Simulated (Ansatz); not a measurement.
HgBr:
Space group I4/mmm (No. 139); a = 4.6678 Å, b = 4.6678 Å, c = 11.2638 Å, α = 90.00°, β = 90.00°, γ = 90.00°

```tsv
atom	site	symmetry	x	y	z
Hg	4e	4mm	0.0000	0.0000	0.1145
Br	4e	4mm	0.0000	0.0000	0.3433
```
(The calculation used a cell of 4 atoms; values per cell refer to that cell.)

Relaxed at zero pressure with r²SCAN+D4 (plane waves, PAW; program Ansatz).

Q: The volume is raised by 3 % and shape and atoms relax at that volume. What pressure results, and how do the axes share the change?

A: -0.5 GPa; a 1.4 %, b 1.4 %, c 0.1 %; the energy rises by 1 meV/atom.

Q: Give the new structure.

A: 
Space group I4/mmm (No. 139); a = 4.735 Å, b = 4.735 Å, c = 11.276 Å, α = 90.00°, β = 90.00°, γ = 90.00°

```json
[
 {"atom": "Hg", "site": "4e", "symmetry": "4mm", "x": "0.0000", "y": "0.0000", "z": "0.1145"},
 {"atom": "Br", "site": "4e", "symmetry": "4mm", "x": "0.0000", "y": "0.0000", "z": "0.3425"}
]
```

The phase is kept; no other phase was compared at this pressure.

The first step of the workflow began from a Materials Project structure, measured or hypothetical; the Crystallography Open Database files this formula in space group No. 139, but the cells were not matched. Whether it is the stable phase at ambient conditions was not checked. The cell was relaxed with r²SCAN+D4 under the symmetry of its start; its stability against distortions is not shown here. Scalar-relativistic: spin–orbit coupling is off unless named, which matters more the heavier the elements.

Potentials: the later of the program's two PAW sets.
